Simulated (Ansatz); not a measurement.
Bulk crystal (Hf) after relaxation:

Space group Im-3m (No. 229). a = 3.491 Å, b = 3.491 Å, c = 3.491 Å, α = 90.00°, β = 90.00°, γ = 90.00°
```tsv
atom	site	symmetry	x	y	z
Hf	2a	m-3m	0.0000	0.0000	0.0000
```

Miller indices refer to the conventional cell of Im-3m (No. 229), a = 3.491 Å, b = 3.491 Å, c = 3.491 Å, α = 90.00°, β = 90.00°, γ = 90.00°.

The (100) slab of 7 planes, 10.5 Å thick with 15 Å of vacuum as cut; outer planes Hf (top) and Hf (bottom).

All numbers below come from Ansatz, DFT PBEsol, scalar-relativistic, plane waves, PAW. Plane waves to 420 eV, a k mesh through Γ of 10×10×1 on the computed 7-atom cell and Gaussian smearing (0.10 eV); no spin polarisation. A dipole correction removes the field between periodic images along c.

With the atoms at the bulk's places:

```
Surface energy (mean of both faces) : 1.75 J/m²
Work function                       : 3.33 eV
```

(1) What changes when all atoms relax within this surface cell and its symmetry?

Spin-orbit coupling is left out, which matters for the bands of heavy elements. In some of the runs charge leaks into the vacuum, so their work functions can be off.

Answers

(1) The energy falls by 0.027 J/m² a face, and the largest move is 0.09 Å.

| Quantity | Value |
| --- | --- |
| Surface energy (mean of both faces) | 1.72 J/m² |
| Work function | 3.33 eV |

| plane (bottom to top) | atoms | spacing to next, bulk (Å) | relaxed (Å) | change (%) |
| --- | --- | --- | --- | --- |
| 1 | Hf | 1.745 | 1.654 | -5.2 |
| 2 | Hf | 1.745 | 1.742 | -0.2 |
| 3 | Hf | 1.745 | 1.746 | +0.1 |
| 4 | Hf | 1.745 | 1.746 | +0.1 |
| 5 | Hf | 1.745 | 1.742 | -0.2 |
| 6 | Hf | 1.745 | 1.654 | -5.2 |
| 7 | Hf |  |  |  |

The reference crystal is the bcc form of Hf, which isn't its usual structure.